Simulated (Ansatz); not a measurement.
# Every step of a relaxation of ZnS (zincblende type)

DFT, PBE, PAW with Ansatz's default frozen-core files, scalar-relativistic (Ansatz 0.2.0); a Γ-centred 14×14×14 k mesh, Fermi–Dirac smearing of 0.08 eV, no spin polarisation. The run relaxes cell and atoms at a target pressure of 0 GPa.

Command: `ansatz run input.yaml --threads 1 --pin off --max-ram 2048MiB --backend cpu --events-out ev --progress --plain --runs-dir out` It took 43 s on 1 thread of Intel(R) Xeon(R) Platinum 8375C CPU @ 2.90GHz (Ice Lake), on a shared host, peak memory 0.4 GiB.

PAW: frozen-core files, cutoff 420 eV; forces are relaxed below 0.005 eV/Å.

Each step lists its free energy a cell above the last geometry, the pressure, the cell vectors (Å), and Cartesian positions (Å) with forces (eV/Å).

The first step:

```
step 1  dF = 13.94 meV  P = 3.06 GPa
  cell 0.0000 2.6856 2.6856  2.6856 0.0000 2.6856  2.6856 2.6856 0.0000
  Zn 0.0000 0.0000 0.0000   0.0000 0.0000 0.0000
  S 1.3428 1.3428 1.3428   0.0000 0.0000 0.0000
```

Problem. Where does the relaxation end, and by which steps?

Solution. After 4 geometries, with conventional a, b, c = 5.444, 5.444, 5.444 Å, at 20.163 Å³/atom (+4.10 % against the start) in space group F-43m, with a shortest distance of 2.357 Å. The further steps:
```
step 2  dF = 2.53 meV  P = 1.29 GPa
  cell 0.0000 2.7057 2.7057  2.7057 0.0000 2.7057  2.7057 2.7057 0.0000
  Zn 0.0000 0.0000 0.0000   0.0000 0.0000 0.0000
  S 1.3528 1.3528 1.3528   0.0000 0.0000 0.0000
step 3  dF = -0.01 meV  P = 0.08 GPa
  cell 0.0000 2.7207 2.7207  2.7207 0.0000 2.7207  2.7207 2.7207 0.0000
  Zn 0.0000 0.0000 0.0000   0.0000 0.0000 0.0000
  S 1.3604 1.3604 1.3604   0.0000 0.0000 0.0000
step 4  dF = 0.00 meV  P = 0.00 GPa
  cell 0.0000 2.7218 2.7218  2.7218 0.0000 2.7218  2.7218 2.7218 0.0000
  Zn 0.0000 0.0000 0.0000   0.0000 0.0000 0.0000
  S 1.3609 1.3609 1.3609   0.0000 0.0000 0.0000
step 5  dF = -0.67 meV  P = 0.00 GPa  (same geometry on a basis chosen anew; earlier energies don't compare to the last digit)
  cell 0.0000 2.7218 2.7218  2.7218 0.0000 2.7218  2.7218 2.7218 0.0000
  Zn 0.0000 0.0000 0.0000   0.0000 0.0000 0.0000
  S 1.3609 1.3609 1.3609   0.0000 0.0000 0.0000
```
